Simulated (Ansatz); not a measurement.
Input:

ScSi:
```
CELL_PARAMETERS angstrom
      1.95646    -4.86544     0.00000
      1.95646     4.86544     0.00000
      0.00000     0.00000     3.60683
ATOMIC_POSITIONS crystal
  Sc 0.13888 0.86112 0.75000
  Sc 0.86112 0.13888 0.25000
  Si 0.41812 0.58188 0.75000
  Si 0.58188 0.41812 0.25000
```

This is the LDA-relaxed structure.

### Question
All from LDA (plane waves, PAW; program Ansatz), unless another level is named. Predict the highest zone-centre frequency.

### Answer
404 cm⁻¹.

### Question
And the bulk modulus (Birch–Murnaghan fit)?

### Answer
114 GPa.

Space group Cmcm. The first step of the workflow began from a Materials Project structure, measured or hypothetical; the Crystallography Open Database copy checked does not list it. Its standing as an ambient phase is unchecked. Symmetry was held in the LDA relaxation; of distortions, only those at the zone centre were tested. No spin polarisation was allowed. As this level gives no gap, phonon frequencies hold no LO–TO term and depend on the k-mesh and smearing (Fermi–Dirac, 0.1 eV here).

Potentials: the later of the program's two PAW sets.
